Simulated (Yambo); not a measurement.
Yambo run on Li₂PdO₃ (space group C2/m, No. 12). The wavefunctions are norm-conserving LDA (Quantum ESPRESSO, 84 Ry, scalar-relativistic) ones on a 2×2×2 mesh (42 occupied bands); a = b = 5.1008 Å, c = 5.0589 Å, α = β = 99.68°, γ = 119.95°.

Yambo input:

```
rim_cut
gw0
dyson
el_el_corr
HF_and_locXC
ppa
em1d
RandQpts= 1000000
RandGvec= 1 Ry
EXXRLvcs= 84 Ry
VXCRLvcs= 336 Ry
Chimod= "HARTREE"
% BndsRnXp
 13 | 143 |
%
NGsBlkXp= 7 Ry
% LongDrXp
 1.0 | 1.0 | 1.0 |
%
PPAPntXp= 27.2114 eV
% GbndRnge
 1 | 143 |
%
GTermKind= "BG"
DysSolver= "n"
ExtendOut
% QPkrange
 5 | 5 | 42 | 42 |
 6 | 6 | 42 | 43 |
%
```

k points by index: 5 = (-0.5, -0.5, 0), 6 = (-0.5, -0.5, -0.5).

Table of the .qp output:

```
#    K-point    Band    Eo [eV]    E [eV]    E-Eo [eV]    Vxc [eV]    Vnlxc [eV]    Sc|Eo [eV]    Sc|E [eV]    dSc/dw|Eo [eV]    Re(Z)    Im(Z)
#
    5    42    0.000000    -0.229526    -0.229526    -21.91276    -27.47452    5.262555    5.332235    -8.255401    0.767233    -0.001465
    6    42    -0.067568    -0.316465    -0.248897    -22.27317    -28.03623    5.438610    5.514167    -8.255404    0.767233    -0.001473
    6    43    1.467919    2.517667    1.049748    -22.22688    -18.15342    -2.727040    -3.023708    -7.689518    0.779673    -0.001423
```
(The two width columns are left out.) Convergence of these settings isn't established.

Spin-orbit coupling is not included.

Geometry of the Materials Project entry, not relaxed at this level.

The structure is a Materials Project entry; no match was found in the copy of COD used, and its stability was not checked.
